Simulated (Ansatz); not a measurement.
MgB$_{2}$:
```cif
data_B2Mg
_chemical_formula_sum 'Mg1 B2'
_space_group_name_H-M_alt 'P6/mmm'
_space_group_IT_number 191
_space_group_name_Hall '-P 6 2'
_cell_length_a 3.06013
_cell_length_b 3.06013
_cell_length_c 3.50942
_cell_angle_alpha 90.000
_cell_angle_beta 90.000
_cell_angle_gamma 120.000
loop_
_atom_site_label
_atom_site_type_symbol
_atom_site_symmetry_multiplicity
_atom_site_Wyckoff_symbol
_atom_site_fract_x
_atom_site_fract_y
_atom_site_fract_z
_atom_site_occupancy
Mg1 Mg 1 a 0.00000 0.00000 0.00000 1
B1 B 2 d 0.33333 0.66667 0.50000 1
```

Relaxed with PBEsol.

Problem. Which orbitals make up the states near the Fermi level in PBEsol in the plane-wave PAW code Ansatz?

Solution. Within 0.5 eV of the Fermi level: B 2p 91 %. Projections are on Löwdin-orthogonalised atomic valence shells; empty p or d shells of many metals are not among them.

Problem. Tabulate the density of states.

Solution. States/eV per cell of 3 atoms, in 0.25 eV bins, energy from the Fermi level.

```csv
E (eV),total,B 2p,B 2s,Mg 3s
-7.85,0.39,0.19,0.19,0.00
-7.60,0.40,0.22,0.17,0.01
-7.35,0.42,0.26,0.13,0.02
-7.10,0.50,0.34,0.14,0.02
-6.85,0.60,0.42,0.16,0.02
-6.60,0.62,0.43,0.16,0.02
-6.35,0.63,0.44,0.16,0.02
-6.10,0.61,0.43,0.15,0.03
-5.85,0.60,0.43,0.14,0.03
-5.60,0.63,0.47,0.13,0.03
-5.35,0.68,0.52,0.12,0.03
-5.10,0.76,0.59,0.12,0.03
-4.85,0.72,0.57,0.11,0.03
-4.60,0.72,0.58,0.10,0.03
-4.35,0.79,0.64,0.11,0.03
-4.10,0.85,0.71,0.11,0.03
-3.85,0.86,0.72,0.10,0.03
-3.60,0.96,0.82,0.10,0.03
-3.35,0.95,0.82,0.09,0.03
-3.10,1.00,0.88,0.09,0.02
-2.85,1.02,0.91,0.08,0.02
-2.60,1.06,0.95,0.08,0.02
-2.35,1.11,1.01,0.07,0.02
-2.10,1.27,1.18,0.06,0.01
-1.85,1.13,1.06,0.05,0.01
-1.60,0.94,0.88,0.04,0.01
-1.35,0.87,0.81,0.03,0.01
-1.10,0.90,0.81,0.02,0.04
-0.85,0.84,0.76,0.02,0.04
-0.60,0.79,0.72,0.01,0.03
-0.35,0.75,0.68,0.01,0.03
-0.10,0.71,0.65,0.01,0.03
0.15,0.66,0.60,0.00,0.03
0.40,0.54,0.49,0.00,0.03
0.65,0.38,0.33,0.00,0.03
0.90,0.29,0.24,0.00,0.02
1.15,0.28,0.23,0.00,0.02
1.40,0.27,0.22,0.00,0.02
1.65,0.28,0.22,0.00,0.02
1.90,0.33,0.23,0.01,0.04
2.15,0.36,0.25,0.02,0.05
2.40,0.39,0.26,0.02,0.06
2.65,0.41,0.27,0.02,0.07
2.90,0.44,0.29,0.02,0.08
3.15,0.44,0.27,0.02,0.08
3.40,0.44,0.25,0.02,0.09
3.65,0.48,0.24,0.02,0.11
3.90,0.47,0.22,0.02,0.14
4.15,0.43,0.18,0.03,0.12
4.40,0.46,0.19,0.04,0.12
4.65,0.56,0.22,0.06,0.14
```

Symmetry was held in the PBEsol relaxation; of distortions, only those at the zone centre were tested.

Potentials: the later of the program's two PAW sets.
